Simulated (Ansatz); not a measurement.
GePt:
```cif
data_Ge4Pt4
_chemical_formula_sum 'Pt4 Ge4'
_space_group_name_H-M_alt 'P 1'
_space_group_IT_number 1
_cell_length_a 5.70454
_cell_length_b 3.68906
_cell_length_c 6.02178
_cell_angle_alpha 90.000
_cell_angle_beta 90.000
_cell_angle_gamma 90.000
loop_
_space_group_symop_operation_xyz
  'x, y, z'
loop_
_atom_site_label
_atom_site_type_symbol
_atom_site_fract_x
_atom_site_fract_y
_atom_site_fract_z
_atom_site_occupancy
Pt1 Pt 0.50107 0.25000 0.69108 1
Pt2 Pt 0.00107 0.25000 0.80892 1
Pt3 Pt 0.49893 0.75000 0.30892 1
Pt4 Pt 0.99893 0.75000 0.19108 1
Ge1 Ge 0.68513 0.25000 0.08905 1
Ge2 Ge 0.18513 0.25000 0.41095 1
Ge3 Ge 0.31487 0.75000 0.91095 1
Ge4 Ge 0.81487 0.75000 0.58905 1
```

Relaxed with LDA.

Task: Which orbitals make up the states near the Fermi level in LDA in the plane-wave PAW code Ansatz?

Result: Within 0.5 eV of the Fermi level: Pt 5d 43 %, Ge 4p 33 %, Ge 4s 17 %. Projections are on Löwdin-orthogonalised atomic valence shells; empty p or d shells of many metals are not among them.

Task: Tabulate the density of states.

Result: States/eV per cell of 8 atoms, in 0.25 eV bins, energy from the Fermi level.

```csv
E (eV),total,Pt 5d,Ge 4p,Pt 6s
-7.85,0.28,0.10,0.12,0.05
-7.60,1.47,0.54,0.61,0.23
-7.35,3.00,1.06,1.26,0.49
-7.10,3.85,1.57,1.53,0.50
-6.85,5.60,2.67,2.10,0.54
-6.60,5.40,2.67,2.00,0.49
-6.35,5.34,2.91,1.82,0.38
-6.10,5.04,3.22,1.38,0.25
-5.85,6.32,4.59,1.37,0.19
-5.60,13.23,10.44,2.17,0.34
-5.35,11.49,9.28,1.69,0.26
-5.10,9.98,8.07,1.50,0.16
-4.85,8.30,6.42,1.49,0.16
-4.60,7.54,6.02,1.17,0.11
-4.35,10.75,8.57,1.66,0.16
-4.10,9.98,8.15,1.40,0.15
-3.85,9.72,7.84,1.43,0.16
-3.60,7.08,5.69,1.06,0.13
-3.35,8.99,7.67,0.89,0.20
-3.10,11.50,10.03,0.95,0.26
-2.85,8.49,7.50,0.60,0.18
-2.60,7.29,6.01,0.81,0.17
-2.35,3.89,2.79,0.79,0.08
-2.10,5.39,3.55,1.21,0.12
-1.85,4.64,2.58,1.38,0.13
-1.60,4.13,1.90,1.63,0.13
-1.35,3.39,1.38,1.51,0.08
-1.10,1.96,0.79,0.88,0.05
-0.85,1.96,1.00,0.66,0.08
-0.60,2.22,1.11,0.68,0.10
-0.35,2.03,0.97,0.62,0.08
-0.10,1.84,0.82,0.59,0.07
0.15,2.14,0.89,0.71,0.09
0.40,2.66,1.04,0.90,0.13
0.65,3.24,1.15,1.13,0.21
0.90,3.51,1.13,1.33,0.28
1.15,3.16,0.94,1.27,0.25
1.40,3.53,0.98,1.53,0.32
1.65,3.28,0.79,1.53,0.34
1.90,3.61,0.82,1.83,0.34
2.15,3.50,0.72,1.86,0.32
2.40,3.42,0.66,1.82,0.36
2.65,2.79,0.49,1.50,0.37
2.90,2.67,0.43,1.46,0.41
3.15,3.83,0.62,2.13,0.57
3.40,4.55,0.69,2.67,0.60
3.65,4.08,0.57,2.46,0.53
3.90,2.95,0.39,1.71,0.47
4.15,3.79,0.48,2.28,0.55
4.40,3.44,0.41,2.05,0.50
4.65,3.50,0.40,2.11,0.48
```

Space group Pnma. The cell was relaxed with LDA under the symmetry of its start; of distortions, only those at the zone centre were tested. No spin polarisation was allowed. Spin–orbit coupling is left out wherever it is not named.

Potentials: the later of the program's two PAW sets.
